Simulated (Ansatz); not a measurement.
Co3O4 in space group Fd-3m (No. 227; Co on 16d, Co on 8a, O on 32e), PBEsol in the plane-wave PAW code Ansatz, all energies at zero smearing, with the estimated change up to a 700 eV cutoff added, with one set of potentials and settings (totals compare only within such a set). Cell of 14 atoms (6 Co, 8 O): -35039.276 eV.

```json
[
 {"element": "Co", "reference phase": "P6_3/mmc, 2 atoms in the cell, spin-polarised", "E (eV/atom)": "-5092.9959"},
 {"element": "O", "reference phase": "C2/m, 4 atoms in the cell, spin-polarised", "E (eV/atom)": "-558.3554"}
]
```

Formation energy per atom, worked out: (-35039.276 − 6×(-5092.9959) − 8×(-558.3554))/14 = -1.033 eV/atom (-100 kJ per mol of atoms), at 0 K, without zero-point energy or fitted corrections.

The first step of the workflow began from a Materials Project structure, measured or hypothetical; the Crystallography Open Database files this formula in space group No. 227, but the cells were not matched. Whether it is the stable phase at ambient conditions was not checked. The PBEsol relaxation kept the symmetry of its start, as lowered by the spin order; its stability against distortions is not shown here. Magnetic state: antiferromagnetic, chosen from 2 collinear starts compared on coarse meshes (ties went to the first, and starts can fall back to one state), not a proven ground state. No Hubbard U is applied. The references are the lowest solids computed at this level, not always the standard phases (solids in place of the gases).

Potentials: the later of the program's two PAW sets.
